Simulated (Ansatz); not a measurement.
SiGe in space group R-3m (No. 166; Si on 6c, Ge on 6c), r²SCAN in the plane-wave PAW code Ansatz, all energies at zero smearing, with the estimated change up to a 700 eV cutoff added, with one set of potentials and settings (totals compare only within such a set). Cell of 4 atoms (2 Si, 2 Ge): -9883.910 eV.

```tsv
element	reference phase	E (eV/atom)
Si	Fd-3m, 2 atoms in the cell	-639.0667
Ge	Fd-3m, 2 atoms in the cell	-4302.9041
```

Formation energy per atom, worked out: (-9883.910 − 2×(-639.0667) − 2×(-4302.9041))/4 = 0.008 eV/atom (1 kJ per mol of atoms), at 0 K, without zero-point energy or fitted corrections.

The start of the workflow was typed in or built on a structure type; neither database checked (COD, Materials Project) lists it. Whether it is the stable phase at ambient conditions was not checked. The cell was relaxed with r²SCAN under the symmetry of its start; its stability against distortions is not shown here. The references are the lowest solids computed at this level, not always the standard phases.

Potentials: the later of the program's two PAW sets.
